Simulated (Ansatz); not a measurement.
Space group P4/mmm (No. 123). a = 2.855 Å, b = 2.855 Å, c = 3.471 Å, α = 90.00°, β = 90.00°, γ = 90.00°
| atom | site | symmetry | x | y | z |
| --- | --- | --- | --- | --- | --- |
| Zn | 1d | 4/mmm | 0.5000 | 0.5000 | 0.5000 |
| Pt | 1a | 4/mmm | 0.0000 | 0.0000 | 0.0000 |

Equation of state of this ZnPt structure (not necessarily the ground state), with shape and atoms relaxed at each volume where symmetry leaves them free. It has no gap at any of these volumes. Method: DFT r2SCAN, scalar-relativistic, plane waves, PAW (Ansatz).

Plane waves to 500 eV, a k mesh through Γ of 14×14×12 on the computed 2-atom cell and Gaussian smearing (0.10 eV); no spin polarisation.

```csv
V (Å³/atom),E − E(largest V) (meV/atom),P (GPa)
12.447,90.43,34.76
12.871,13.65,23.56
13.296,-36.00,14.22
13.720,-63.00,6.46
14.144,-71.22,-0.01
14.569,-63.83,-5.39
14.993,-43.50,-9.82
15.559,0.00,-14.61
```

Fit a third-order Birch–Murnaghan equation to E(V).

V0 = 14.14 Å³/atom, B0 = 196 GPa, B0' = 5.2.

Spin-orbit coupling is left out, which matters for the bands of heavy elements.

Cost: 8 runs of about 11 core-minutes in all, on Arm Neoverse V1 (shared hosts).